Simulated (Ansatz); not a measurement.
Method: DFT PBE, scalar-relativistic, plane waves, PAW in Ansatz 0.2.0. All cells share a 420 eV cutoff and Γ-centred k meshes spaced about 0.3 Å⁻¹ or finer (0.25 for metals, 2π included). No spin polarisation.

All energies are static (0 K, no zero-point motion).

Two forms of Nb2WSe5 were relaxed alike.

A.

```cif
data_structure
_symmetry_space_group_name_H-M 'P-6m2'
_symmetry_Int_Tables_number 187
_cell_length_a 3.3912
_cell_length_b 3.3912
_cell_length_c 18.3283
_cell_angle_alpha 90.000
_cell_angle_beta 90.000
_cell_angle_gamma 120.000
_cell_volume 182.54
loop_
_atom_site_label
_atom_site_type_symbol
_atom_site_symmetry_multiplicity
_atom_site_Wyckoff_symbol
_atom_site_fract_x
_atom_site_fract_y
_atom_site_fract_z
_atom_site_occupancy
Nb1 Nb 2 h 0.33333 0.66667 0.59620 1
W1 W 1 a 0.00000 0.00000 0.00000 1
Se1 Se 2 h 0.33333 0.66667 0.90982 1
Se2 Se 1 b 0.00000 0.00000 0.50000 1
Se3 Se 2 g 0.00000 0.00000 0.68935 1
```

B.

```cif
data_structure
_symmetry_space_group_name_H-M 'P3m1'
_symmetry_Int_Tables_number 156
_cell_length_a 3.3387
_cell_length_b 3.3387
_cell_length_c 19.3381
_cell_angle_alpha 90.000
_cell_angle_beta 90.000
_cell_angle_gamma 120.000
_cell_volume 186.68
loop_
_atom_site_label
_atom_site_type_symbol
_atom_site_symmetry_multiplicity
_atom_site_Wyckoff_symbol
_atom_site_fract_x
_atom_site_fract_y
_atom_site_fract_z
_atom_site_occupancy
Nb1 Nb 1 a 0.00000 0.00000 0.59956 1
Nb2 Nb 1 c 0.66667 0.33333 0.39674 1
W1 W 1 a 0.00000 0.00000 0.00308 1
Se1 Se 1 b 0.33333 0.66667 0.91662 1
Se2 Se 1 b 0.33333 0.66667 0.08955 1
Se3 Se 1 b 0.33333 0.66667 0.49815 1
Se4 Se 1 c 0.66667 0.33333 0.68897 1
Se5 Se 1 a 0.00000 0.00000 0.30733 1
```

Task: Which would you expect to be lower, and how large is the difference?

Result: A is lower, by 158 meV/atom. A has space group P-6m2 (No. 187), 22.8 Å³/atom and no gap on its mesh; B has space group P3m1 (No. 156), 23.3 Å³/atom and no gap. In A, around Nb lie 6 Se at 2.60–2.63 Å; around W lie 6 Se at 2.56 Å; Se on a site of symmetry 3m has 3 W at 2.56 Å; 2 more sites not described. In B, Nb on its first site has 3 Se at 2.59 Å, 3 Se at 2.75 Å and 6 Nb at 3.34 Å; W has 6 Se at 2.55 Å; Se on its first site has 3 W at 2.55 Å; 5 more sites not described. Both come from trial cells of a structure search.

Weakly bound directions are ill-defined at this level, which has no dispersion term (P-6m2, P3m1), and this can change margins and order among such cells. These runs have no spin–orbit coupling, which can matter for W. The zero gap of P-6m2 may come from the functional, which often closes small gaps, or the cell may be a true semimetal. With atoms moved at random, A came back. B had no clear such test and can be a saddle point.
